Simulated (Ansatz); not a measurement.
Run on Co (diamond type): DFT, LDA, all-electron PAW with datasets made for the crystal, scalar-relativistic (Ansatz 0.2.0). This run: the series' base cell.

The cell comes from a relaxation on PAW files under the same functional, begun from a prototype that needn't be the stable phase.

Command: `ansatz run input.yaml --threads 1 --pin off --max-ram 3072MiB --backend cpu --events-out ev --progress --plain --runs-dir out` It took 27 s on 1 thread of AMD EPYC 9R45 96-Core Processor (Zen 5), with other jobs on the host, peak memory 1.1 GiB.

```yaml
crystal:
  lattice:
    - [0.0, 2.396778052, 2.396778052]
    - [2.396778052, 0.0, 2.396778052]
    - [2.396778052, 2.396778052, 0.0]
  atoms:
    - { symbol: Co, position: [-0.125, -0.125, -0.125], spin: 1.7 }
    - { symbol: Co, position: [0.125, 0.125, 0.125], spin: 1.7 }
magnetization:
  spin_polarized: true
kpoints:
  mp_grid: { grid: [16, 16, 16] }
scf:
  occupations: { method: fermi_dirac, width: 0.1 }
hamiltonian:
  xc: lda
  pseudopotentials: { kind: all_electron, datasets: crystal }
output:
  forces: true
  stress: true
  eigenvalues: true
```

Output:

```
hamiltonian.pseudopotentials.datasets: crystal makes datasets for this crystal and solves the spheres of its atoms anew in each pass: cutoff 460.0 eV, the density's 1840.0 eV; for an error of 0.50 meV an atom under PBE, 1.0 meV for the cell; an energy difference from a run of another recipe may be off by several times the error for the cell, under r2SCAN by more, where some 0.1 meV an atom stays at smaller errors; Co in spheres of 1.037 Å, 17 of its electrons in bands
Engine: ansatz 0.2.0
Pseudopotentials: kind: all_electron
Pseudopotential: Co, paw, valence charge 17, recommended cutoff 460 eV (normal), crystal/all_electron/lda/scalar/gaussian/Co, Koelling and Harmon's equation, gaussian nucleus
Functional definition: SPW92
  exchange = slater_x
  correlation = pw_c
a search for the magnetic state begins, with frozen cores and fixed partial waves. It gives no result and prints no iterations
the search for the magnetic state of this step took 11 SCF iterations with frozen cores. It stayed in its first state, in which the spheres begin
Crystal: 2 atoms, lattice volume = 27.537 Å³
Basis set: ecut = 460 eV, 609 PW (Γ)
Bands: 23, of which v1, the nominal top of the filled ones, is band 17 counted from 1 (16 counted from 0)
Symmetry: 48 space group operations
Space group: Fd-3m (ITA 227), of the structure as read, at distance tolerance 3.0e-5 Å
Magnetic group: BNS 227.128 (UNI 1630), of the structure as read, at distance tolerance 3.0e-5 Å
k-points: 145 of 4096
Non-local potential: Co, projectors of the file, l = 0: 2, l = 1: 2, l = 2: 2
PAW form: soft (Blöchl's): semilocal exchange-correlation on the pseudo side does not see the compensation charge
PAW one-centre angular grid: Co, 590 points (default); XC on its mesh's 1839 points in the sphere
Initial density: read from a saved state, or passed on in memory by an earlier SCF of this step, an earlier step, the calling program or the single point that the run made first
Starting moments: Σ|m| = 3.4 μB on 2 of 2 sites; this step starts from the density that it was given
Initial wavefunctions: pseudopotential atomic-orbital guess
Functional: x = slater, c = lda
iter 1 solved again at ethr=3.65e-6 eV; its pass at ethr=1.00e-1 eV (dr2=1.24e-3 eV) is discarded
SCF iter   1: F=—  HF=-75705.931745 eV  |F-HF|=—  |Δ(HF+E_count)|=         —  Δρ=3.28e-3 (↑3.28e-3 ↓3.28e-3)  dr2=1.28e-3  dr2_m=1.59e-11  M=-0.000 μB ∫|m|=0.000 μB  β_m=0.30  ethr=3.65e-6  ⟨swp⟩=6.7  Hψ=46242  notcnv=0
preconditioner: auto → Kerker (q_TF=auto, 2.826 Å⁻¹)  [metal: Δε(μ)=0.005 eV  Ē_g=7.936 eV  σ=0.100 eV  W_gap=0.01  n_scr=14 (ndim 8)  ℏωp=30.0 eV  f_vac=0.000  D(μ)=3.86/eV (n_scr^D=58)]
spin=Collinear: Kerker preconditioning applied to the charge; magnetization (m = ρ↑ − ρ↓) channel mixes plain (no charge-response kernel on spin).
SCF iter   2: F=—  HF=-75705.897225 eV  |F-HF|=—  |Δ(HF+E_count)|=   3.45e-2  Δρ=8.24e-3 (↑8.24e-3 ↓8.24e-3)  dr2=4.12e-2  dr2_m=3.88e-11  M=-0.000 μB ∫|m|=0.000 μB  β_m=0.48  ethr=3.65e-6  ⟨swp⟩=4.0  Hψ=20168  notcnv=0
SCF iter   3: F=—  HF=-75705.881607 eV  |F-HF|=—  |Δ(HF+E_count)|=   1.56e-2  Δρ=3.36e-3 (↑3.36e-3 ↓3.36e-3)  dr2=7.10e-3  dr2_m=2.53e-11  M=-0.000 μB ∫|m|=0.000 μB  β_m=0.70  ethr=3.65e-6  ⟨swp⟩=3.0  Hψ=15270  notcnv=0
SCF iter   4: F=—  HF=-75705.874375 eV  |F-HF|=—  |Δ(HF+E_count)|=   7.23e-3  Δρ=1.64e-3 (↑1.64e-3 ↓1.64e-3)  dr2=1.60e-3  dr2_m=1.37e-11  M=-0.000 μB ∫|m|=0.000 μB  β_m=0.85  ethr=3.65e-6  ⟨swp⟩=3.1  Hψ=15190  notcnv=0
SCF iter   5: F=—  HF=-75705.877280 eV  |F-HF|=—  |Δ(HF+E_count)|=   2.91e-3  Δρ=1.17e-3 (↑1.17e-3 ↓1.17e-3)  dr2=9.10e-4  dr2_m=1.24e-11  M=-0.000 μB ∫|m|=0.000 μB  β_m=0.85  ethr=3.65e-6  ⟨swp⟩=2.0  Hψ=14442  notcnv=0
SCF iter   6: F=—  HF=-75705.877131 eV  |F-HF|=—  |Δ(HF+E_count)|=   1.49e-4  Δρ=3.67e-4 (↑3.67e-4 ↓3.67e-4)  dr2=9.28e-5  dr2_m=1.23e-11  M=-0.000 μB ∫|m|=0.000 μB  β_m=0.92  ethr=2.68e-6  ⟨swp⟩=2.0  Hψ=12130  notcnv=0
iter 7 solved again at ethr=1.07e-9 eV; its pass at ethr=2.73e-7 eV (dr2=3.64e-7 eV) is discarded
SCF iter   7: F=—  HF=-75705.877113 eV  |F-HF|=—  |Δ(HF+E_count)|=   1.76e-5  Δρ=1.76e-5 (↑1.72e-5 ↓1.76e-5)  dr2=3.70e-7  dr2_m=1.12e-11  M=-0.000 μB ∫|m|=0.000 μB  β_m=0.93  ethr=1.07e-9  ⟨swp⟩=3.0  Hψ=27206  notcnv=0
SCF iter   8: F=—  HF=-75705.877113 eV  |F-HF|=—  |Δ(HF+E_count)|=   2.46e-8  Δρ=1.36e-5 (↑1.33e-5 ↓1.36e-5)  dr2=1.95e-7  dr2_m=1.03e-11  M=-0.000 μB ∫|m|=0.000 μB  β_m=0.97  ethr=1.07e-9  ⟨swp⟩=2.0  Hψ=12128  notcnv=0
SCF iter   9: F=-75705.877113 eV  HF=-75705.877113 eV  |F-HF|=2.71e-9  |Δ(HF+E_count)|=   3.48e-8  Δρ=1.78e-6 (↑1.48e-6 ↓1.78e-6)  dr2=3.21e-9  dr2_m=8.26e-12  M=-0.000 μB ∫|m|=0.000 μB  ethr=5.73e-10  ⟨swp⟩=2.2  Hψ=12189  notcnv=0
WARN: the starting moments were not kept: the SCF closed with an absolute magnetisation of 4.8e-5 μB, where they sum to 3.4 μB in size (2 sites). That is at most 0.1 of that sum. Measured as dr2_m measures the in/out step, that magnetisation stands 2.2e-9 eV from none, at or under the dr2_threshold of 6.2e-8 eV: it is no larger than a step whose dr2_m would equal this threshold. The system may hold no moment; this SCF shows only that its start led to no more than that. This SCF took its magnetisation from a saved state (the deck's checkpoint.read, a session's seed or a resume), or from the single point or search that the run made first, and not from the starting moments. Where the run's atoms have moved since that state, how it is taken is a key of its own (checkpoint.density_extrapolation: follow_atoms, where typed, takes the whole of its magnetisation to them with its atoms, but for some exceptions; the density_extrapolation keyword of a session's seed is the same key). To be rid of a resumed run's state, run its deck in a fresh run directory. To be rid of the state of a single point that the run made first, give starting moments in the input or, where a deck that gives them still makes one, type scf.lower_state_search: off. To try another start, run it without that state. A second SCF, from the converged charge density, with the starting moments and any scf.initial_density.shell_occupations laid on it anew, would have followed, and was not run: the deck does not ask for one (magnetization.retry_lost_moments is false, the default). To let it run, set magnetization.retry_lost_moments: true and run the deck again, where that key's refused combinations let it; where memory then withholds it, that run's warning says so.
SCF 1 converged in 9 iterations: F = -75705.877114 eV  dr2 = 3.21e-9
  Residual-converged pass: ⟨swp⟩=3.0  Hψ=13482  notcnv=0  max |occ|·‖R‖ = 5.3e-6 eV (tolerance 5.3e-6 eV)  dr2=3.04e-9  dr2_m=8.29e-12  dr2_onsite=1.42e-9  max |Δocc| = 1.3e-10
  greatest PAW one-centre occupation: 0.995 electrons in one spin orbital (limit 2), on the Co atom at site 1 (counted from 0), in its partial waves of l = 0
SCF converged after 9 iterations
Magnetization: -0.0000 μB (17.0000 up, 17.0000 down)
Absolute magnetization: 0.0000 μB (∫|ρ↑−ρ↓|)
Spin contamination: -0.0093 ħ² per cell (⟨S²⟩ above its minimum at these occupations)
Per-site moments (μB) at R_I (Å): [(-2.3308686302625235e-5, 0.8562141556093044), (-2.3308686302665927e-5, 0.8562141556093044)]
Free energy (F): -75705.877114 eV
Harris-Foulkes:  -75705.877114 eV  (|F-HF|=2.71e-9)
Internal energy: -75705.751675 eV  (E = F + TS)
E sigma→0 (E₀):  -75705.814394 eV
Entropy (-TS):   -0.125438 eV (-62.719 meV/atom)
Past the cutoff: the bands carry plane waves up to 1.75 times it, of which those up to 1.5 times it add -0.000606 eV an atom, each by itself; the spheres take 0.000483 eV an atom off the energy for waves past 1.75 times it
By the cutoff:   a pressure is off by up to 0.011 GPa (1.2 times the spheres' own share and the shells' term, over an atom's volume, and 0.004 GPa: a bound that held against runs at twice the plane waves)
Past the cutoffs: a stress includes 0.0010 GPa for waves and charges beyond them, in addition to the slope of what the spheres take
In the spheres:  the bands' charges fall short by 5.4e-8 e at most (sound up to 1e-3)
Fermi energy:    13.784483 eV
--- Per-component energies (eV) ---
  E_band       = -654.764718
  E_kinetic    = 573.985465
  E_local      = -5619.733876  (includes V_loc(G=0)·N_el)
  E_nonlocal   = -128.534777
  E_hartree    = 2657.782700
  E_xc         = -153.225526
  E_vxc        = -200.451037  (∫ρ·V_xc dr)
  E_paw        = -76899.582843  (= ΣΔE_a)
  E_vpaw       = -9135.675494  (= ΣTr[D̂ρ^β])
  E_ewald      = -4676.517045
  E_smearing   = -0.125438  (= −TS)
  E_closure    = 8540.074227  (closes the sum)
  Σ components = -75705.877114   (vs F -75705.877114, Δ=0.00e0)
  The terms above E_closure are by the made datasets' own strengths, without shells solved beside the bands.
--- Forces (eV/Å), atoms counted from 1 ---
  atom   1  Co    -0.00000000     0.00000000    -0.00000000
  atom   2  Co     0.00000000    -0.00000000    -0.00000000
  max |Σ_I F_I| component: 2.08e-17 eV/Å
--- Stress (GPa, compression-positive) ---
       -0.202322      -0.000000       0.000000
       -0.000000      -0.202322      -0.000000
        0.000000       0.000000      -0.202322
  P = ⅓ Tr σ = -0.2023 GPa (-2.023 kbar)
--- Band table (eV; the first three rows and the last of 290) ---
  k-point 0 ↑: bands = ["-80.8918", "-80.5634", "-44.7084", "-44.7084", "-44.7084", "-44.1971", "-44.1971", "-44.1971", "6.4327", "10.3963", "10.3963", "10.6136", "10.6136", "10.6136", "12.6035", "12.6035", "12.6035", "14.1379", "14.1379", "27.7957"]
  k-point 1 ↑: bands = ["-80.8895", "-80.5658", "-44.7108", "-44.7108", "-44.7080", "-44.1979", "-44.1947", "-44.1947", "6.5149", "10.3374", "10.3374", "10.6177", "10.6930", "10.6930", "12.5645", "12.5980", "12.5980", "14.1373", "14.1373", "25.9402"]
  k-point 2 ↑: bands = ["-80.8826", "-80.5728", "-44.7173", "-44.7173", "-44.7067", "-44.2002", "-44.1882", "-44.1882", "6.7584", "10.2570", "10.2570", "10.6327", "10.8267", "10.8267", "12.4513", "12.5902", "12.5902", "14.1335", "14.1335", "23.9051"]
  k-point 144 ↓: bands = ["-80.7282", "-80.7282", "-44.8219", "-44.8219", "-44.4556", "-44.4556", "-44.0873", "-44.0873", "9.6486", "9.6486", "11.0140", "11.0140", "11.5895", "11.5895", "12.0274", "12.0274", "14.3263", "14.3263", "16.3472", "16.3472"]
```

Next run (volume at 0.95 of the series' base cell), as changes to the input before:

```diff
   lattice:
-    - [0.0, 2.396778052, 2.396778052]
-    - [2.396778052, 0.0, 2.396778052]
-    - [2.396778052, 2.396778052, 0.0]
+    - [0.0, 2.3561468458, 2.3561468458]
+    - [2.3561468458, 0.0, 2.3561468458]
+    - [2.3561468458, 2.3561468458, 0.0]
   atoms:
```

Results part of the output:

```
WARN: the starting moments were not kept: the SCF closed with an absolute magnetisation of 2.2e-8 μB, where they sum to 3.4 μB in size (2 sites). That is at most 0.1 of that sum. Measured as dr2_m measures the in/out step, that magnetisation stands 4.9e-16 eV from none, at or under the dr2_threshold of 6.2e-8 eV: it is no larger than a step whose dr2_m would equal this threshold. The system may hold no moment; this SCF shows only that its start led to no more than that. This SCF took its magnetisation from a saved state (the deck's checkpoint.read, a session's seed or a resume), or from the single point or search that the run made first, and not from the starting moments. Where the run's atoms have moved since that state, how it is taken is a key of its own (checkpoint.density_extrapolation: follow_atoms, where typed, takes the whole of its magnetisation to them with its atoms, but for some exceptions; the density_extrapolation keyword of a session's seed is the same key). To be rid of a resumed run's state, run its deck in a fresh run directory. To be rid of the state of a single point that the run made first, give starting moments in the input or, where a deck that gives them still makes one, type scf.lower_state_search: off. To try another start, run it without that state. A second SCF, from the converged charge density, with the starting moments and any scf.initial_density.shell_occupations laid on it anew, would have followed, and was not run: the deck does not ask for one (magnetization.retry_lost_moments is false, the default). To let it run, set magnetization.retry_lost_moments: true and run the deck again, where that key's refused combinations let it; where memory then withholds it, that run's warning says so.
SCF 1 converged in 8 iterations: F = -75705.840028 eV  dr2 = 2.67e-8
  Residual-converged pass: ⟨swp⟩=3.0  Hψ=15590  notcnv=0  max |occ|·‖R‖ = 5.2e-6 eV (tolerance 5.3e-6 eV)  dr2=2.64e-8  dr2_m=9.59e-18  dr2_onsite=6.51e-9  max |Δocc| = 2.4e-10
  greatest PAW one-centre occupation: 0.995 electrons in one spin orbital (limit 2), on the Co atom at site 1 (counted from 0), in its partial waves of l = 0
SCF converged after 8 iterations
Magnetization: 0.0000 μB (17.0000 up, 17.0000 down)
Absolute magnetization: 0.0000 μB (∫|ρ↑−ρ↓|)
Spin contamination: -0.0085 ħ² per cell (⟨S²⟩ above its minimum at these occupations)
Per-site moments (μB) at R_I (Å): [(1.0571242552564585e-8, 0.8416992471976178), (1.0571242262358455e-8, 0.8416992471976178)]
Free energy (F): -75705.840028 eV
Harris-Foulkes:  -75705.840028 eV  (|F-HF|=1.90e-8)
Internal energy: -75705.723990 eV  (E = F + TS)
E sigma→0 (E₀):  -75705.782009 eV
[... lines left out ...]
  atom   1  Co     0.00000000    -0.00000000     0.00000000
  atom   2  Co     0.00000000     0.00000000     0.00000000
  max |Σ_I F_I| component: 1.62e-17 eV/Å
--- Stress (GPa, compression-positive) ---
        9.280564      -0.000000      -0.000000
       -0.000000       9.280564       0.000000
        0.000000       0.000000       9.280564
  P = ⅓ Tr σ = 9.2806 GPa (92.806 kbar)
--- Band table (eV; the first three rows and the last of 290) ---
  k-point 0 ↑: bands = ["-80.0150", "-79.6200", "-43.8446", "-43.8446", "-43.8446", "-43.2541", "-43.2541", "-43.2541", "7.1552", "11.1604", "11.1604", "11.4291", "11.4291", "11.4291", "13.5377", "13.5377", "13.5377", "15.1884", "15.1884", "29.3332"]
  k-point 1 ↑: bands = ["-80.0122", "-79.6229", "-43.8474", "-43.8474", "-43.8442", "-43.2550", "-43.2513", "-43.2513", "7.2408", "11.1025", "11.1025", "11.4334", "11.5089", "11.5089", "13.4953", "13.5315", "13.5315", "15.1878", "15.1878", "27.4023"]
  k-point 2 ↑: bands = ["-80.0039", "-79.6313", "-43.8551", "-43.8551", "-43.8430", "-43.2574", "-43.2436", "-43.2436", "7.4942", "11.0188", "11.0188", "11.4498", "11.6493", "11.6493", "13.3723", "13.5226", "13.5226", "15.1837", "15.1837", "25.3065"]
  k-point 144 ↓: bands = ["-79.8183", "-79.8183", "-43.9785", "-43.9785", "-43.5524", "-43.5524", "-43.1244", "-43.1244", "10.3509", "10.3509", "11.8797", "11.8797", "12.4636", "12.4636", "12.9348", "12.9348", "15.3886", "15.3886", "17.5209", "17.5209"]
```

Next run (volume at 0.55 of the series' base cell), as changes to the input before:

```diff
   lattice:
-    - [0.0, 2.3561468458, 2.3561468458]
-    - [2.3561468458, 0.0, 2.3561468458]
-    - [2.3561468458, 2.3561468458, 0.0]
+    - [0.0, 1.9637312389, 1.9637312389]
+    - [1.9637312389, 0.0, 1.9637312389]
+    - [1.9637312389, 1.9637312389, 0.0]
   atoms:
```

Results part of the output:

```
WARN: the starting moments were not kept: the SCF closed with an absolute magnetisation of 2.9e-8 μB, where they sum to 3.4 μB in size (2 sites). That is at most 0.1 of that sum. Measured as dr2_m measures the in/out step, that magnetisation stands 1.1e-15 eV from none, at or under the dr2_threshold of 6.2e-8 eV: it is no larger than a step whose dr2_m would equal this threshold. The system may hold no moment; this SCF shows only that its start led to no more than that. This SCF took its magnetisation from a saved state (the deck's checkpoint.read, a session's seed or a resume), or from the single point or search that the run made first, and not from the starting moments. Where the run's atoms have moved since that state, how it is taken is a key of its own (checkpoint.density_extrapolation: follow_atoms, where typed, takes the whole of its magnetisation to them with its atoms, but for some exceptions; the density_extrapolation keyword of a session's seed is the same key). To be rid of a resumed run's state, run its deck in a fresh run directory. To be rid of the state of a single point that the run made first, give starting moments in the input or, where a deck that gives them still makes one, type scf.lower_state_search: off. To try another start, run it without that state. A second SCF, from the converged charge density, with the starting moments and any scf.initial_density.shell_occupations laid on it anew, would have followed, and was not run: the deck does not ask for one (magnetization.retry_lost_moments is false, the default). To let it run, set magnetization.retry_lost_moments: true and run the deck again, where that key's refused combinations let it; where memory then withholds it, that run's warning says so.
SCF 1 converged in 7 iterations: F = -75697.395173 eV  dr2 = 1.57e-8
  Residual-converged pass: ⟨swp⟩=2.7  Hψ=11366  notcnv=0  max |occ|·‖R‖ = 5.3e-6 eV (tolerance 5.3e-6 eV)  dr2=1.57e-8  dr2_m=2.29e-15  dr2_onsite=1.11e-8  max |Δocc| = 1.4e-9
  greatest PAW one-centre occupation: 0.993 electrons in one spin orbital (limit 2), on the Co atom at site 1 (counted from 0), in its partial waves of l = 0
SCF converged after 7 iterations
Magnetization: -0.0000 μB (17.0000 up, 17.0000 down)
Absolute magnetization: 0.0000 μB (∫|ρ↑−ρ↓|)
Spin contamination: -0.0059 ħ² per cell (⟨S²⟩ above its minimum at these occupations)
Per-site moments (μB) at R_I (Å): [(-1.3541462823255416e-8, 0.7015144698756514), (-1.3541462726941503e-8, 0.7015144698756514)]
Free energy (F): -75697.395173 eV
Harris-Foulkes:  -75697.395173 eV  (|F-HF|=1.18e-8)
Internal energy: -75697.344769 eV  (E = F + TS)
E sigma→0 (E₀):  -75697.369971 eV
[... lines left out ...]
  atom   1  Co    -0.00000000     0.00000000     0.00000000
  atom   2  Co    -0.00000000     0.00000000    -0.00000000
  max |Σ_I F_I| component: 4.44e-16 eV/Å
--- Stress (GPa, compression-positive) ---
      378.617618       0.000000       0.000000
        0.000000     378.617618       0.000000
       -0.000000       0.000000     378.617618
  P = ⅓ Tr σ = 378.6176 GPa (3786.176 kbar)
--- Band table (eV; the first three rows and the last of 290) ---
  k-point 0 ↑: bands = ["-67.9887", "-65.6478", "-31.8699", "-31.8699", "-31.8699", "-29.5420", "-29.5420", "-29.5420", "18.1782", "21.8972", "21.8972", "23.3364", "23.3364", "23.3364", "27.1879", "27.1879", "27.1879", "30.5464", "30.5464", "48.7191"]
  k-point 1 ↑: bands = ["-67.9728", "-65.6657", "-31.8836", "-31.8836", "-31.8718", "-29.5394", "-29.5273", "-29.5273", "18.3076", "21.8337", "21.8337", "23.3389", "23.4426", "23.4426", "27.0964", "27.1655", "27.1655", "30.5451", "30.5451", "46.7414"]
  k-point 2 ↑: bands = ["-67.9262", "-65.7183", "-31.9217", "-31.9217", "-31.8779", "-29.5315", "-29.4863", "-29.4863", "18.6817", "21.7090", "21.7090", "23.3635", "23.6732", "23.6732", "26.8294", "27.1234", "27.1234", "30.5367", "30.5367", "44.4840"]
  k-point 144 ↓: bands = ["-66.8542", "-66.8542", "-32.5311", "-32.5311", "-30.6659", "-30.6659", "-28.8697", "-28.8697", "20.1184", "20.1184", "24.0551", "24.0551", "25.2574", "25.2574", "26.5342", "26.5342", "30.8729", "30.8729", "33.8622", "33.8622"]
```

The start moments died away, and the runs ended non-magnetic. The structure type is held throughout; the real material can change phase at far lower pressure.
